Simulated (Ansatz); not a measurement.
C:
Space group P6₃/mmc (No. 194); a = b = 2.5123 Å, c = 12.3917 Å, α = β = 90.00°, γ = 120.00°

```tsv
atom	site	symmetry	x	y	z
C	4f	3m.	0.6667	0.3333	0.1451
C	4f	3m.	0.6667	0.3333	0.0208
C	4e	3m.	0.0000	0.0000	0.1868
```

Relaxed with r²SCAN.

Problem. Decompose the optical modes at the zone centre into irreducible representations, and say which are infrared and Raman allowed.

Solution. Point group 6/mmm: Γ_opt = 3A1g + 2A2u + 3B1g + 3B2u + 3E1g + 2E1u + 3E2g + 3E2u. Infrared: A2u, E1u. Raman: A1g, E1g, E2g.

Problem. Assign frequencies (DFPT, the program Ansatz at the r²SCAN level (PAW)).

Solution. E2u 295, E2g 305, E1g 485, B1g 490, B2u 496, E1u 499, E2u 554, A2u 880, A1g 884, B2u 1058, E2g 1219, E1u 1234, E1g 1248, B1g 1280, E2g 1293, E2u 1294, A1g 1300, B2u 1316, A2u 1322, E1g 1325, A1g 1329, B1g 1337 cm⁻¹.

Subscripts of B labels follow the axes of the standard setting.

Space group P6_3/mmc. The first step of the workflow began from a Materials Project structure, measured or hypothetical. Its sites differ from those of the usual phase in this space group: another stacking or structure type. Symmetry was held in the r²SCAN relaxation; phonons on a q-mesh show no instability.

Potentials: the later of the program's two PAW sets.
